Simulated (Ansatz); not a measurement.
MgS:
```
CELL_PARAMETERS angstrom
      0.00000     2.60157     2.60157
      2.60157     0.00000     2.60157
      2.60157     2.60157     0.00000
ATOMIC_POSITIONS crystal
  S  0.00000 0.00000 0.00000
  Mg 0.50000 0.50000 0.50000
```

Relaxed with r²SCAN. Special points in fractions of this cell's reciprocal vectors: Γ (0.000, 0.000, 0.000); X (0.500, 0.000, 0.500); U (0.625, 0.250, 0.625); K (0.375, 0.375, 0.750); L (0.500, 0.500, 0.500); W (0.500, 0.250, 0.750).

**Question.** List the band energies nearest the valence-band maximum at these points for r²SCAN in the plane-wave PAW code Ansatz.

**Answer.** In eV from the valence-band maximum; about four levels below and three above (degenerate sets whole), none deeper than 8.9 eV; points with the same levels are listed once.

```json
[
 {"k": "Γ", "below": "0.00 0.00 0.00", "above": "4.64 8.48 8.48 8.48"},
 {"k": "X", "below": "-4.27 -1.73 -1.73", "above": "3.46 4.91 13.15"},
 {"k": "U", "below": "-3.75 -3.20 -1.40", "above": "4.56 7.32 10.39"},
 {"k": "L", "below": "-4.87 -0.62 -0.62", "above": "5.21 7.49 7.49"},
 {"k": "W", "below": "-3.28 -3.28 -2.34", "above": "5.92 8.59 8.59"}
]
```

Space group Fm-3m (rock salt). The r²SCAN relaxation kept the symmetry of its start.

Potentials: the later of the program's two PAW sets.
